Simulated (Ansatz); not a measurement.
A relaxation computed with Ansatz, from input to last step.

```yaml
crystal:
  lattice:
    - [-1.7865, 2.62455, 6.397]
    - [1.7865, -2.62455, 6.397]
    - [1.7865, 2.62455, -6.397]
  atoms:
    - { symbol: Ti, position: [0.11847, 0.61847, 0.5] }
    - { symbol: Ti, position: [0.88153, 0.38153, 0.5] }
    - { symbol: Te, position: [0.29073, 0.29073, 0.0] }
    - { symbol: Te, position: [0.70927, 0.70927, 0.0] }
    - { symbol: As, position: [0.25672, 0.0, 0.25672] }
    - { symbol: As, position: [0.74328, 0.0, 0.74328] }
basis:
  ecutwfc: 500
kpoints:
  mp_grid: { grid: [12, 12, 12] }
hamiltonian:
  xc: r2scan
scf:
  occupations: { method: gaussian, width: 0.1 }
output:
  forces: true
  stress: true
  eigenvalues: true
relax:
  adjacent_minimum: "off"
  f_tol: 0.005
  max_steps: 80
  cell: { stress_tol: 0.05 }
```

```bash
ansatz run input.yaml --threads 1 --pin off --max-ram 2560MiB --backend cpu --events-out ev --progress --plain --runs-dir out
```

Computed with DFT r2SCAN, scalar-relativistic, plane waves, PAW in Ansatz.

Of 7 frames 6 are shown, positions in Å and forces in eV/Å; the SCF threshold varies from step to step. Steps run on the plane waves of an earlier cell, with a Pulay correction in the pressure. The basis is chosen afresh for the last frame, the zero of the energies, and at times for earlier ones too; energy and pressure step there, also at an unchanged geometry. The mark taken_back stands on steps that the optimiser undid.

```xyz
6
Lattice="-1.7865 2.6246 6.3970 1.7865 -2.6246 6.3970 1.7865 2.6246 -6.3970" Properties=species:S:1:pos:R:3:forces:R:3 pbc="T T T" step=1 free_energy_over_end_meV_per_atom=2.50 pressure_GPa=1.07
Ti    1.7865    0.0000    1.5157    0.0000    0.0000   -0.1405
Ti    0.0000    2.6246    4.8813    0.0000    0.0000    0.1405
Te    0.0000    0.0000    3.7196    0.0000    0.0000   -0.1110
Te    0.0000    0.0000    9.0744    0.0000    0.0000    0.1110
As    0.0000    1.3475    0.0000    0.0000   -0.2651    0.0000
As    0.0000    3.9016    0.0000    0.0000    0.2651    0.0000
6
Lattice="-1.8203 2.6223 6.4783 1.8203 -2.6223 6.4783 1.8203 2.6223 -6.4783" Properties=species:S:1:pos:R:3:forces:R:3 pbc="T T T" step=2 free_energy_over_end_meV_per_atom=6.18 pressure_GPa=-0.96 taken_back
Ti    1.8203    0.0000    1.4961    0.0000    0.0000    0.2543
Ti    0.0000    2.6223    4.9822    0.0000    0.0000   -0.2543
Te    0.0000    0.0000    3.6962    0.0000    0.0000    0.2810
Te    0.0000    0.0000    9.2604    0.0000    0.0000   -0.2810
As    0.0000    1.3288    0.0000    0.0000    0.0650    0.0000
As    0.0000    3.9159    0.0000    0.0000   -0.0650    0.0000
6
Lattice="-1.7988 2.6309 6.4345 1.7988 -2.6309 6.4345 1.7988 2.6309 -6.4345" Properties=species:S:1:pos:R:3:forces:R:3 pbc="T T T" step=3 free_energy_over_end_meV_per_atom=0.27 pressure_GPa=-0.08
Ti    1.7988    0.0000    1.5132    0.0000    0.0000   -0.0015
Ti    0.0000    2.6309    4.9213    0.0000    0.0000    0.0015
Te    0.0000    0.0000    3.7201    0.0000    0.0000    0.0166
Te    0.0000    0.0000    9.1490    0.0000    0.0000   -0.0166
As    0.0000    1.3371    0.0000    0.0000   -0.0877    0.0000
As    0.0000    3.9247    0.0000    0.0000    0.0877    0.0000
6
Lattice="-1.7980 2.6330 6.4307 1.7980 -2.6330 6.4307 1.7980 2.6330 -6.4307" Properties=species:S:1:pos:R:3:forces:R:3 pbc="T T T" step=4 free_energy_over_end_meV_per_atom=0.13 pressure_GPa=-0.01
Ti    1.7980    0.0000    1.5135    0.0000    0.0000    0.0017
Ti    0.0000    2.6330    4.9172    0.0000    0.0000   -0.0017
Te    0.0000    0.0000    3.7209    0.0000    0.0000    0.0092
Te    0.0000    0.0000    9.1404    0.0000    0.0000   -0.0092
As    0.0000    1.3325    0.0000    0.0000   -0.0354    0.0000
As    0.0000    3.9335    0.0000    0.0000    0.0354    0.0000
6
Lattice="-1.7979 2.6376 6.4273 1.7979 -2.6376 6.4273 1.7979 2.6376 -6.4273" Properties=species:S:1:pos:R:3:forces:R:3 pbc="T T T" step=5 free_energy_over_end_meV_per_atom=0.10 pressure_GPa=-0.09
Ti    1.7979    0.0000    1.5147    0.0000    0.0000   -0.0050
Ti    0.0000    2.6376    4.9126    0.0000    0.0000    0.0050
Te    0.0000    0.0000    3.7233    0.0000    0.0000   -0.0091
Te    0.0000    0.0000    9.1314    0.0000    0.0000    0.0091
As    0.0000    1.3302    0.0000    0.0000   -0.0192    0.0000
As    0.0000    3.9451    0.0000    0.0000    0.0192    0.0000
6
Lattice="-1.7975 2.6363 6.4278 1.7975 -2.6363 6.4278 1.7975 2.6363 -6.4278" Properties=species:S:1:pos:R:3:forces:R:3 pbc="T T T" step=7 free_energy_over_end_meV_per_atom=0.00 pressure_GPa=0.00
Ti    1.7975    0.0000    1.5144    0.0000    0.0000   -0.0004
Ti    0.0000    2.6363    4.9135    0.0000    0.0000    0.0004
Te    0.0000    0.0000    3.7226    0.0000    0.0000   -0.0001
Te    0.0000    0.0000    9.1331    0.0000    0.0000    0.0001
As    0.0000    1.3288    0.0000    0.0000   -0.0016    0.0000
As    0.0000    3.9438    0.0000    0.0000    0.0016    0.0000
```

It took 12 min on 1 thread of Intel(R) Xeon(R) 6975P-C (Granite Rapids), on a shared host, peak memory 1.8 GiB.